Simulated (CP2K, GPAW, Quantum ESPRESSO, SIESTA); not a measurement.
## One calculation of Ga3Se, 4 ways

```
Se Ga
1.0
     4.43246    0.00000    0.00000
     0.00000    4.43246    0.00000
     0.00000    0.00000    4.43246
Se Ga
1 3
Direct
  0.00000 0.00000 0.00000
  0.50000 0.50000 0.00000
  0.50000 0.00000 0.50000
  0.00000 0.50000 0.50000
```

The cell comes from a database or a generator and needn't be the stable form of this composition.

Alike in all runs: task equation of state; functional PBE; k mesh 6 × 6 × 6; occupations fermi-dirac, width 0.05 eV; no spin polarisation; no spin-orbit coupling.

```tsv
program and potentials	plane-wave cutoff (eV)	notes	equilibrium volume (Å³/atom)	bulk modulus (GPa)
SIESTA, files PseudoDojo sr-pbe-0.4.1-standard, DZP (energy shift 0.003 Ry; two zetas on semicore shells)	-	atomic basis	21.95	42.0
GPAW, GPAW PAW data sets (gpaw-data 1.2.1)	600	-	21.30	41.4
Quantum ESPRESSO, SSSP 1.3 efficiency PBE	952	-	21.46	39.8
CP2K, POTENTIAL_UZH Se GTH-PBE-q6, Ga GTH-PBE-q13; TZVP-MOLOPT-PBE-GTH basis	-	atomic basis	21.75	36.2
```

The equilibrium volume spans 21.30 (GPAW, GPAW PAW data sets (gpaw-data 1.2.1)) to 21.95 Å³/atom (SIESTA, files PseudoDojo sr-pbe-0.4.1-standard, DZP (energy shift 0.003 Ry; two zetas on semicore shells)). The bulk modulus spans 36.2 (CP2K, POTENTIAL_UZH Se GTH-PBE-q6, Ga GTH-PBE-q13; TZVP-MOLOPT-PBE-GTH basis) to 42.0 GPa (SIESTA, files PseudoDojo sr-pbe-0.4.1-standard, DZP (energy shift 0.003 Ry; two zetas on semicore shells)). The bulk modulus of CP2K, POTENTIAL_UZH Se GTH-PBE-q6, Ga GTH-PBE-q13; TZVP-MOLOPT-PBE-GTH basis lies far from the others; the cause wasn't traced. Rows in atomic bases carry the error of their basis and grid, which can be large.

The functional is the same throughout but for its coding, so the spread measures potentials, basis and numerics; runs on potential files found faulty are left out.
